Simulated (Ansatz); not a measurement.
A geometry of Be away from equilibrium: step 3 of the relaxation of a relaxed Be cell, doubled along one cell vector, shaken by Gaussian noise of σ = 0.08 Å a coordinate. The numbers are results of r2SCAN (plane waves to 500 eV, PAW, scalar-relativistic; Ansatz, a first-principles code), not measurements. Γ-centred k-mesh 15×15×8 on the run's cell (coarser than for final values), Fermi–Dirac smearing 0.05 eV. The plane waves were selected for a different cell earlier on the path.

```
Be
1.0
    2.16901    -0.01385    -0.01278
   -0.01385     2.15372    -0.01477
   -0.02557    -0.02953     4.14459
Be
2
Cartesian
 -0.23490  -0.33258   0.02371
  0.26431   0.28670   2.07265
```

Problem. What forces act on the atoms (eV/Å)?

Solution. 
```json
[
 {"atom": "Be1", "Fx": "-0.85", "Fy": "-0.89", "Fz": "-0.16"},
 {"atom": "Be2", "Fx": "0.85", "Fy": "0.89", "Fz": "0.16"}
]
```

The path ends in Fm-3m (No. 225) (fcc (Cu type)). No spin polarisation in the result.

The run could not lose the symmetry of its start: the end is stationary, and may be a saddle point rather than a minimum.

The end of the path is a generated cell of Be: the first start was made by placing the elements on the sites of a structure type, and the end was not matched to a known phase here, so it may be hypothetical. Known forms of Be include space group No. 194.
